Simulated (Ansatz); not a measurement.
# Mg (fcc type) under strong compression

```
Mg
1.0
     0.00000    2.21647    2.21647
     2.21647    0.00000    2.21647
     2.21647    2.21647    0.00000
Mg
1
Direct
  0.00000 0.00000 0.00000
```

The cell comes from a relaxation on PAW files under the same functional, begun from a prototype that needn't be the stable phase.

Its volume is scaled at fixed shape and fractional positions.

All numbers are LDA results (scalar-relativistic) from Ansatz 0.2.0, with a Γ-centred 16×16×16 k mesh, Fermi–Dirac smearing of 0.05 eV, no spin polarisation. Methods: LAPW: all electrons, basis error target 1 meV/atom; PAW: frozen-core files, cutoff 420 eV; crystal datasets: all electrons, by PAW datasets that the program makes for each cell; norm-conserving: pseudopotentials, cutoff 1143 eV.

Energies are extrapolated to zero smearing and count from the unscaled cell; pressure is positive in compression; gaps take the mesh and a band path. No temperature or zero-point motion is included.

The PAW files were made under PBE. The structure type is held throughout; the real material can change phase at far lower pressure.

```csv
V/V0,V (Å³/atom),P LAPW (GPa),ΔE LAPW (eV/atom),P PAW − LAPW (GPa),ΔE PAW − LAPW (meV/atom)
1.00,21.78,0.03,0.000,-0.03,0.0
0.90,19.60,5.08,0.032,-0.04,-0.4
0.80,17.42,?,0.153,-0.05,-1.0
0.70,15.24,27.8,?,-0.07,-1.6
0.60,13.07,53.5,0.959,-0.10,-2.7
0.50,10.89,102.7,1.983,-0.14,-4.3
0.40,8.71,206.7,3.990,-0.27,-6.8
```

Problem. What belongs in the row "0.80", column "P LAPW (GPa)"?

Solution. 13.47.

Problem. Give the missing entry: row "0.70", column "ΔE LAPW (eV/atom)".

Solution. 0.424.

Problem. Fit the Vinet equation to the LAPW pressures over the whole range, with residuals weighted by 1/(|P| + 0.03·Pmax).

Solution. V0 = 21.82 Å³/atom, B0 = 36.8 GPa and B0′ = 4.38, and the fit misses no point by more than 2.3 GPa. A fit over so wide a range pins B0 less well than one near rest.

Problem. At the smallest volume, how far do crystal datasets and norm-conserving lie from LAPW in pressure?

Solution. crystal datasets: +0.01 GPa; norm-conserving: +1.20 GPa, on a LAPW pressure of 206.7 GPa.

Problem. How do the Löwdin populations by LAPW change from the unscaled cell to the last row?

Solution. Mg 3s 1.49 → 1.56 electrons an atom. These are projections on the shells that the free atoms fill; 0.52 e a cell lies outside them at the start and 0.46 e at the end.
